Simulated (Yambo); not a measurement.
A G0W0@PBEsol run in Yambo for KTlO2 (space group R-3m, No. 166) under isotropic strain of -3 % on all lattice vectors (4×4×4 Γ-centred k mesh, 120 bands and a 8 Ry block in the screening, 120 bands in G with the Bruneval-Gonze terminator, plasmon pole fitted at 27.2 eV) gives these matrix elements, in eV, at the band edges (Z → Γ):

```json
[
 {"state": "valence edge", "E0": "0.000", "<Vxc>": "-20.015", "<Σx>": "-24.104", "<Σc(E0)>": "4.002", "Z": "0.783"},
 {"state": "conduction edge", "E0": "1.240", "<Vxc>": "-15.354", "<Σx>": "-12.707", "<Σc(E0)>": "-2.010", "Z": "0.818"}
]
```

Q: Solve the linearised quasiparticle equation for both states, give the gap, and say how exchange and correlation each act on it.

A: E = E0 + Z(Σx + Σc − Vxc). Valence: 0.000 + 0.783 × (-24.104 + (4.002) − (-20.015)) = -0.07 eV. Conduction: 1.240 + 0.818 × (-12.707 + (-2.010) − (-15.354)) = 1.76 eV. The gap is 1.83 eV, against 1.24 eV in PBEsol. Replacing Vxc by bare exchange alone would open it by 6.74 eV; correlation takes back 6.01 eV of that, and Z scales what is left. Convergence of the G0W0 settings was not tested. Spin-orbit coupling is left out; with 6p states at a band edge it can lower the gap by many tenths of an eV, most of a small gap.

The standard potential for Tl keeps a d shell in the valence without the s and p states of that shell. In tests on such compounds this moved G0W0 gaps by up to about 0.9 eV, so absolute quasiparticle energies here are unreliable; differences between settings are what counts.

Geometry strained from the cell relaxed with PBEsol, atoms relaxed again; primitive cell a = 6.182 Å, b = 6.182 Å, c = 6.182 Å, α = 31.39°, β = 31.39°, γ = 31.39°.

The structure is a Materials Project entry; no match was found in the copy of COD used, and its stability was not checked.
